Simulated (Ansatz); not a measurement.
Sb: energy along a strain

Sb, Pm-3m, a = 3.160 Å (as given, not relaxed at this level: -4.9 GPa). This isn't the element's structure at ambient conditions. Ansatz: PBEsol, PAW, 420 eV, Γ-centred 16×16×16 mesh on 1 atom, Gaussian smearing 0.15 eV; no spin polarisation. Cell vectors (Å): 3.160 0.000 0.000; 0.000 3.160 0.000; 0.000 0.000 3.160. The cell is strained by x per cent times the pattern (1 0 0 0 0 0) in the order xx yy zz yz xz xy (engineering shears), with fractional coordinates held. y is the free energy over the start, V0 = 31.554 Å³/atom.

| x (%) | y (meV/atom) |
| --- | --- |
| -2.00 | ? |
| -1.50 | -12.29 |
| -1.00 | -8.69 |
| -0.50 | -4.59 |
| 0.00 | 0.00 |
| 0.50 | 5.05 |
| 1.00 | 10.55 |
| 1.50 | 16.46 |
| 1.75 | 19.56 |
| 2.00 | 22.75 |

**Question.** Fit y = c1 x + c2 x² + c3 x³ to the other rows, get the stiffness along the pattern, and predict the missing energy.

**Answer.** Least squares on the rows shown. y = 9.6543 x + 0.92644 x² − 0.032547 x³. The clamped-ion stiffness p·C·p = 2 × 9.264 eV × 160.2 / 31.554 Å³ = 94 GPa, which is C11 in these axes (second derivative at the start, which stands under stress). At x = -2.00 the fit asked for gives -15.34 meV/atom. The run gave -15.36 meV/atom, so the fit is 0.02 meV/atom too high, a small miss on the scale of the series.